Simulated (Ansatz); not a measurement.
## Property card for Mg

Mg:
Space group Im-3m (No. 229); a = 3.5085 Å, b = 3.5085 Å, c = 3.5085 Å, α = 90.00°, β = 90.00°, γ = 90.00°

| atom | site | symmetry | x | y | z |
|---|---|---|---|---|---|
| Mg | 2a | m-3m | 0.0000 | 0.0000 | 0.0000 |
(The calculation used a cell of 1 atom; values per cell refer to that cell.)

Space group Im-3m (No. 229), bcc (W type); conventional cell a = b = c = 3.509 Å, α = β = γ = 90.00°.

Method: DFT-LDA in the program Ansatz with PAW potentials. The cell and atoms are relaxed at this level. Other levels are named where they apply.

**Cell and energy**

```yaml
volume_per_atom: 21.59 Å³
density: 1.87 g/cm³
```

**Electronic structure**

```yaml
electronic_character: metallic (no gap)
Density of states at the Fermi level: 0.42 states/eV per atom (mean over ±0.08 eV)
```

**Mechanics**

```yaml
Bulk modulus (Birch–Murnaghan fit): 38.3 GPa
Pressure derivative B′: 4.1
Elastic constants (relaxed ions, GPa): C11 = 37.6, C12 = 39.2, C44 = 32.3
mechanical_stability: unstable (C has a negative eigenvalue)
```

The workflow started from a Materials Project entry (that database holds measured and hypothetical structures alike); the Crystallography Open Database copy checked does not list it. It is not the phase usual at ambient conditions (space group No. 194). The LDA relaxation kept the symmetry of its start. As this level gives no gap, shear constants depend on the k-mesh and smearing (Fermi–Dirac, 0.1 eV here).

Potentials: the earlier of the program's two PAW sets. The files were generated under PBE; for other functionals the program regenerates the frozen cores, and for LDA and PBEsol the local potential too.
